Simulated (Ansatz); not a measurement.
**CdPtC6N6: field gradients at two levels of theory**

Cell: a COD entry whose atoms were relaxed with PBE, the cell held.

```cif
data_CdPtC6N6
_symmetry_space_group_name_H-M 'Fm-3m'
_symmetry_Int_Tables_number 225
_cell_length_a 10.9421
_cell_length_b 10.9421
_cell_length_c 10.9421
_cell_angle_alpha 90.000
_cell_angle_beta 90.000
_cell_angle_gamma 90.000
loop_
_atom_site_label
_atom_site_type_symbol
_atom_site_symmetry_multiplicity
_atom_site_Wyckoff_symbol
_atom_site_fract_x
_atom_site_fract_y
_atom_site_fract_z
Cd Cd 4 b 0.5000 0.5000 0.5000
Pt Pt 4 a 0.0000 0.0000 0.0000
C C 24 e 0.1833 0.5000 0.5000
N N 24 e 0.2891 0.5000 0.5000
```

One atom of each set is listed; the run and its k-mesh use a cell of 14 atoms with edges of 7.74, 7.74, 7.74 Å.

First run. Computed with Ansatz: DFT, PBE, plane waves and PAW, scalar-relativistic, 420 eV cutoff, Γ-centred 5×5×5 k-points, Fermi–Dirac smearing 0.05 eV.

| site | V_zz (10²¹ V/m²) | η |
| --- | --- | --- |
| C | -3.81 | 0.00 |
| N | -5.87 | 0.00 |

Second run. The same atoms and settings, except that spin–orbit coupling is included (fully relativistic PAW files).

Question: Given the first result, estimate the second.

Answer: 

```tsv
site	V_zz	η	change of V_zz
C	-3.82	0.00	-0.01
N	-5.88	0.00	-0.01
```

No V_zz moves by more than 0.01. Sites without a gradient aren't listed.

The database entry as given showed forces above 3 eV/Å or a pressure above 30 GPa, though relaxing it moves no atom far.
